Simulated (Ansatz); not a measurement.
A trial cell of MoPbS4, before relaxation:

```cif
data_structure
_symmetry_space_group_name_H-M 'P 1'
_symmetry_Int_Tables_number 1
_cell_length_a 5.9668
_cell_length_b 5.9668
_cell_length_c 4.7421
_cell_angle_alpha 90.000
_cell_angle_beta 90.000
_cell_angle_gamma 90.000
_cell_volume 168.83
loop_
_atom_site_label
_atom_site_type_symbol
_atom_site_fract_x
_atom_site_fract_y
_atom_site_fract_z
_atom_site_occupancy
Mo1 Mo 0.00000 0.00000 0.00000 1
Pb1 Pb 0.50000 0.50000 0.00000 1
S1 S 0.14838 0.50000 0.00000 1
S2 S 0.85162 0.50000 0.00000 1
S3 S 0.50000 0.14838 0.00000 1
S4 S 0.50000 0.85162 0.00000 1
```

The calculation used DFT PBE, scalar-relativistic, plane waves, PAW in Ansatz 0.2.0. Cutoff 420 eV, Gaussian smearing, Γ-centred meshes. Cell and atoms relax first on a coarse mesh and then on a finer one. In between, the cell is made exact in the group found at 0.06 Å. In metals the finer mesh still leaves noise of several meV/atom or more. The steps can't lower the symmetry of their start. Collinear spin, starting moments Mo 1.0 μB.

A guess keeps its type if space group and coordination stay and the shape of the cell changes little (axis ratios within about 15 %, angles within 6°); the volume may change.

Question: Does it keep its structure type, or change into something else?

Answer: It doesn't keep its type. The symmetry stays P4/mmm (No. 123). The volume per atom grows by 6.6 %, from 28.1 to 30.0 Å³. The shortest distance goes from 1.77 Å (S–S) to 1.97 Å (S–S). The ratio c/a of the conventional cell changes by a factor of 0.51. Counting neighbours within 15 % of an atom's shortest distance, the start has Mo 8, Pb 4, S 1 and the end Mo 2, Pb 6, S 1. In detail, at the end Mo is surrounded by 2 Mo at 3.09 Å; around Pb lie 4 S at 2.83 Å and 2 Pb at 3.09 Å; around S lie 1 S at 1.97 Å and 1 Pb at 2.83 Å.

```cif
data_structure
_symmetry_space_group_name_H-M 'P 1'
_symmetry_Int_Tables_number 1
_cell_length_a 7.6357
_cell_length_b 7.6357
_cell_length_c 3.0871
_cell_angle_alpha 90.000
_cell_angle_beta 90.000
_cell_angle_gamma 90.000
_cell_volume 179.99
loop_
_atom_site_label
_atom_site_type_symbol
_atom_site_fract_x
_atom_site_fract_y
_atom_site_fract_z
_atom_site_occupancy
Mo1 Mo 0.00000 0.00000 0.00000 1
Pb1 Pb 0.50000 0.50000 0.00000 1
S1 S 0.12927 0.50000 0.00000 1
S2 S 0.87073 0.50000 0.00000 1
S3 S 0.50000 0.12927 0.00000 1
S4 S 0.50000 0.87073 0.00000 1
```

The last run used collinear spin, a 6×6×12 mesh (in the run's order of axes) for its 6-atom cell and Gaussian smearing of 0.10 eV. Spin–orbit coupling, which can matter for Pb, is left out. The magnetic state reached may not be the lowest. A structure relaxed within its symmetry needn't be a true minimum.
